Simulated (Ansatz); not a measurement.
Ansatz (a quantum-chemistry and plane-wave program) input:

Ansatz 0.2 input:
```yaml
crystal:
  lattice:
    - [3.9112455695, 0.0, 0.0]
    - [0.0, 3.9112455695, 0.0]
    - [0.0, 0.0, 3.9112455695]
  atoms:
    - { symbol: Ti, position: [0.0, 0.0, 0.0] }
    - { symbol: Al, position: [0.5, 0.5, 0.0] }
    - { symbol: Al, position: [0.0, 0.5, 0.5] }
    - { symbol: Al, position: [0.5, 0.0, 0.5] }
kpoints:
  mp_grid: { grid: [11, 11, 11] }
hamiltonian:
  xc: lda
  pseudopotentials: { kind: paw }
scf:
  occupations: { method: fermi_dirac, width: 0.1 }
phonons:
  method: dfpt
  response_accuracy: low
  eigenvectors: true
  rigid_motions: translations
```

Output (shortened):

```
Pseudopotential: Ti, paw, valence charge 12
Pseudopotential: Al, paw, valence charge 3
Functional definition: SPW92
Crystal: 4 atoms, lattice volume = 59.834 Å³
Basis set: ecut = 420 eV, 1189 PW (Γ), exchange–correlation on 54×54×54 points (8 copies of the dense FFT grid, shifted against one another)
Bands: 15, of which v1, the nominal top of the filled ones, is band 11 counted from 1 (10 counted from 0)
Symmetry: 48 space group operations
k-points: 216 of 1331 (irreducible under 8 space group operations)
SCF iter   1: F=—  HF=-3990.550155 eV  |F-HF|=—  |Δ(HF+E_count)|=         —  Δρ=5.47e-3  dr2=3.33e-2  ethr=1.77e-3  ⟨swp⟩=5.2  Hψ=18556  notcnv=0
preconditioner: auto → Kerker (q_TF=auto, 2.291 Å⁻¹)
SCF iter   2: F=—  HF=-3990.545985 eV  |F-HF|=—  |Δ(HF+E_count)|=   4.17e-3  Δρ=3.15e-3  dr2=1.00e-2  ethr=1.59e-4  ⟨swp⟩=1.0  Hψ=4968  notcnv=0
SCF iter   3: F=—  HF=-3990.544014 eV  |F-HF|=—  |Δ(HF+E_count)|=   1.97e-3  Δρ=3.27e-4  dr2=7.56e-5  ethr=4.77e-5  ⟨swp⟩=2.3  Hψ=4080  notcnv=0
SCF iter   4: F=—  HF=-3990.543989 eV  |F-HF|=—  |Δ(HF+E_count)|=   2.51e-5  Δρ=7.98e-5  dr2=4.55e-6  ethr=3.60e-7  ⟨swp⟩=2.3  Hψ=4534  notcnv=0
SCF iter   5: F=—  HF=-3990.543989 eV  |F-HF|=—  |Δ(HF+E_count)|=   6.79e-8  Δρ=1.47e-5  dr2=1.07e-7  ethr=2.17e-8  ⟨swp⟩=2.3  Hψ=4357  notcnv=0
SCF iter   6: F=—  HF=-3990.543989 eV  |F-HF|=—  |Δ(HF+E_count)|=   1.92e-7  Δρ=1.73e-6  dr2=1.78e-9  ethr=5.07e-10  ⟨swp⟩=2.3  Hψ=5261  notcnv=0
SCF iter   7: F=—  HF=-3990.543989 eV  |F-HF|=—  |Δ(HF+E_count)|=  5.23e-10  Δρ=3.06e-7  dr2=5.60e-11  ethr=8.50e-12  ⟨swp⟩=2.3  Hψ=4819  notcnv=0
SCF iter   8: F=-3990.543989 eV  HF=-3990.543989 eV  |F-HF|=0.00e0  |Δ(HF+E_count)|=  1.82e-12  Δρ=3.27e-8  dr2=5.41e-13  ethr=1.00e-12  ⟨swp⟩=4.4  Hψ=10998  notcnv=0
SCF 1 converged in 8 iterations: F = -3990.543989 eV  dr2 = 5.41e-13
DFPT response loops at Γ: preconditioner auto → Kerker (q_TF=auto, 2.291 Å⁻¹) (partly filled bands, converged f_vac=0.000) …
SCF converged after 8 iterations
Free energy (F): -3990.543989 eV
Harris-Foulkes:  -3990.543989 eV  (|F-HF|=0.00e0)
Internal energy: -3990.470139 eV  (E = F + TS)
E sigma→0 (E₀):  -3990.507064 eV
Entropy (-TS):   -0.073850 eV (-18.462 meV/atom)
Fermi energy:    10.646686 eV
--- Per-component energies (eV) ---
  E_band       = -139.968365
  E_kinetic    = 348.322267
  E_local      = -1174.625785  (includes V_loc(G=0)·N_el)
  E_nonlocal   = 46.894987
  E_hartree    = 519.266220
  E_xc         = -217.528295
  E_vxc        = -213.184806  (∫ρ·V_xc dr)
  E_paw        = -2330.654475  (= ΣΔE_a)
  E_vpaw       = -185.907564  (= ΣTr[D̂ρ^β])
  E_aug_tail   = 0.000097  (compensation charges beyond the density's cutoff)
  E_ewald      = -1182.638254
  E_core_change = 0.493100  (= ΣΔE_core)
  E_smearing   = -0.073850  (= −TS)
  E_closure    = 0.000000  (closes the sum)
  Σ components = -3990.543989   (vs F -3990.543989, Δ=0.00e0)
  [band-id]    e_kinetic+e_local+e_nonlocal+2·e_hartree+e_vxc+e_vpaw+e_augmentation_tail = -139.968365   (vs E_band -139.968365, Δ=-5.25e-7)
--- Band table (eV; the first three rows and the last of 216) ---
  k-point 0: bands = ["-45.6311", "-22.2564", "-22.2564", "-22.2564", "-0.3330", "7.4655", "7.4655", "8.4900", "8.4900", "8.4900", "10.7914", "10.7914", "10.7914", "11.3840", "14.9131"]
  k-point 1: bands = ["-45.6310", "-22.2584", "-22.2563", "-22.2563", "-0.2505", "6.8511", "7.5198", "8.4796", "8.4796", "8.8131", "10.8108", "10.8163", "10.8163", "11.7505", "14.6205"]
  k-point 2: bands = ["-45.6308", "-22.2637", "-22.2559", "-22.2559", "-0.0050", "5.7790", "7.6757", "8.4492", "8.4492", "9.2824", "10.8639", "10.8998", "10.8998", "12.4448", "13.9529"]
  k-point 215: bands = ["-45.6282", "-22.2746", "-22.2745", "-22.2745", "4.7391", "5.4063", "5.4063", "6.1034", "7.2185", "7.2185", "7.2254", "11.1262", "11.8759", "11.8759", "13.5678"]
--- Phonons (Γ-DFPT): 3 representative perturbations + reference, on 216 of 1331 k-points (Σ response iterations 9) ---
  ASR residual: 1.219e-3 → 0.000e0 eV/Å²; symmetrization residual: 5.853e-5 eV/Å²
  ASR residual per site (eV/Å²): 1.22e-3 4.65e-5 4.65e-5 4.65e-5
  Γ frequencies (cm⁻¹): 0.00 0.00 0.00 266.65 266.65 266.65 282.33 282.33 282.33 357.57 357.57 357.57
  non-analytic LO–TO correction: not included (Born effective charges unavailable; polar crystals: no LO–TO splitting at Γ)
```

Cost: roughly 50 core-seconds on shared cores.

Space group Pm-3m (Cu3Au type). The first step of the workflow began from a Materials Project structure, measured or hypothetical; the Crystallography Open Database copy checked does not list it. Whether it is the stable phase at ambient conditions was not checked. The cell was relaxed with LDA under the symmetry of its start; its stability against distortions is not shown here. The run is not spin-polarised. As this level gives no gap, phonon frequencies hold no LO–TO term and depend on the k-mesh and smearing (Fermi–Dirac, 0.1 eV here).

Potentials: the later of the program's two PAW sets.

Ansatz is a plane-wave DFT program.
